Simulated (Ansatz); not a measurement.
Pressure against volume in Ti4C3

It was reached by relaxing an invented guess, and it needn't be the stable form of this composition.

All numbers below come from DFT PBE, scalar-relativistic, plane waves, PAW (Ansatz). Plane waves to 420 eV, a 10×10×10 mesh through Γ for the 7-atom cell and 0.10 eV Gaussian smearing; no spin polarisation.

```
CELL_PARAMETERS angstrom
4.31034 0.00000 0.00000
0.00000 4.31034 0.00000
0.00000 0.00000 4.31034
ATOMIC_POSITIONS crystal
Ti 0.00000 0.00000 0.00000
Ti 0.00000 0.50000 0.50000
Ti 0.50000 0.00000 0.50000
Ti 0.50000 0.50000 0.00000
C 0.50000 0.00000 0.00000
C 0.00000 0.50000 0.00000
C 0.00000 0.00000 0.50000
```

The cell was set to several volumes, with shape and atoms relaxed at each where symmetry leaves them free. Pressure is positive in compression, and energies count from the lowest row. No row has a gap on its mesh.

```tsv
row	V (Å³/atom)	P (GPa)	ΔE (meV/atom)
1	10.067	35.88	138.2
2	10.411	?	?
3	10.754	15.24	30.9
4	11.097	7.04	7.3
5	11.440	-0.02	0.0
6	11.783	-6.08	6.7
7	12.127	-11.30	25.5
8	12.584	-17.13	66.4
```

Question: Find B = −V·ΔP/ΔV from rows 4 and 6 and from rows 1 and 3, and from the two its slope B′ and its value B0 at zero pressure.

Answer: Rows 4 and 6 give −(11.097 + 11.783)/2 × (-6.08 − (7.04))/(11.783 − 11.097) = 218.8 GPa at a mean pressure of 0.48 GPa. Rows 1 and 3 give −(10.067 + 10.754)/2 × (15.24 − (35.88))/(10.754 − 10.067) = 312.8 GPa at a mean pressure of 25.56 GPa. So B′ = (312.8 − 218.8)/(25.56 − (0.48)) = 3.75 and B0 = 218.8 − 3.75 × (0.48) = 217.0 GPa. A third-order Birch–Murnaghan fit to all the energies gives B0 = 217.7 GPa and B′ = 4.0.

Question: Estimate the pressure and energy of row 2.

Answer: From row 5, V0 = 11.440 × (1 + (-0.02)/217.0) = 11.439 Å³/atom. Murnaghan's form P = (B0/B′)·[(V0/V)^B′ − 1] gives (217.0/3.75) × [(11.439/10.411)^3.75 − 1] = 24.51 GPa; the computed pressure is 24.78 GPa, so the estimate is off by -0.27 GPa. The work of compression from row 3, with the mean of the two pressures, gives ΔE = 30.9 + (24.51 + 15.24)/2 × (10.754 − 10.411)/160.2 × 1000 = 73.5 meV/atom (1 eV/Å³ = 160.2 GPa); the computed value is 73.5 meV/atom.

All volumes keep the k mesh of the relaxed cell. A structure relaxed within its symmetry needn't be a true minimum.
